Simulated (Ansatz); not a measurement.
GaSb (zinc blende): values from a third-order Birch-Murnaghan fit to a volume scan beside measured ones. Computed values: PBEsol (plane waves to 420 eV, PAW, scalar-relativistic; Ansatz, a program for electronic structure). At this level the bands of GaSb touch or barely overlap; measurements give the solid a gap. GaSb was relaxed with its symmetry unable to fall. Spin-orbit coupling is left out, though Sb is heavy.

| quantity | reference | kind |
|---|---|---|
| Lattice constant a (Å) | 6.0959 | measured, room temperature or unstated |
| Bulk modulus B₀ (GPa) | 57 | measured, room temperature or unstated |

References as given in: I. Vurgaftman, J. R. Meyer, L. R. Ram-Mohan, Journal of Applied Physics (2001), doi:10.1063/1.1368156; Cormac Toher, Corey Oses, Jose J. Plata et al., Physical Review Materials (2017), arXiv:1611.05714. Values not taken to low temperature hold thermal and zero-point shifts that a static calculation lacks, so small differences there are no errors of the method.

### Question
What does PBEsol give, and how far is that from the reference?

### Answer
```csv
quantity,PBEsol,difference
Lattice constant a (Å),6.111,+0.3 %
Bulk modulus B₀ (GPa),51.6,-9.5 %
```



(Under strain, the slope of the energy per volume gives the stress and its curvature an elastic modulus.)
